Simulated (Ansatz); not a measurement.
La₂O₃ (A-La2O3 type, space group P-3m1)

```cif
data_La2O3
_chemical_formula_sum 'La2 O3'
_space_group_name_H-M_alt 'P 1'
_space_group_IT_number 1
_cell_length_a 3.93527
_cell_length_b 3.93527
_cell_length_c 6.12628
_cell_angle_alpha 90.000
_cell_angle_beta 90.000
_cell_angle_gamma 120.000
loop_
_space_group_symop_operation_xyz
  'x, y, z'
loop_
_atom_site_label
_atom_site_type_symbol
_atom_site_fract_x
_atom_site_fract_y
_atom_site_fract_z
_atom_site_occupancy
La1 La 0.33333 0.66667 0.24614 1
La2 La 0.66667 0.33333 0.75386 1
O1 O 0.00000 0.00000 0.00000 1
O2 O 0.33333 0.66667 0.64612 1
O3 O 0.66667 0.33333 0.35388 1
```

This relaxed cell (volume V₀) is scaled evenly in all directions, its shape held. The atoms relax within the cell's symmetry.

Calculation: r2SCAN (plane waves to 500 eV, PAW, scalar-relativistic; Ansatz, a first-principles code). k mesh 10×10×6 (Γ-centred), Fermi-Dirac smearing 0.05 eV. E stands for the smeared free energy. La2O3 is run without spin polarisation. La2O3 was relaxed with its symmetry unable to fall. ΔE is measured from the relaxed starting cell.

Question: What ΔE (meV/atom) does the calculation give at V/V₀ = 0.940, 0.955, 0.970, 0.985, 1.015, 1.030, 1.045, 1.060?

Answer: 
| V/V₀ | ΔE (meV/atom) |
|---|---|
| 0.940 | 26.4 |
| 0.955 | 14.5 |
| 0.970 | 6.3 |
| 0.985 | 1.5 |
| 1.015 | 1.4 |
| 1.030 | 5.6 |
| 1.045 | 12.3 |
| 1.060 | 21.3 |

(Under strain, the slope of the energy per volume gives the stress and its curvature an elastic modulus.)
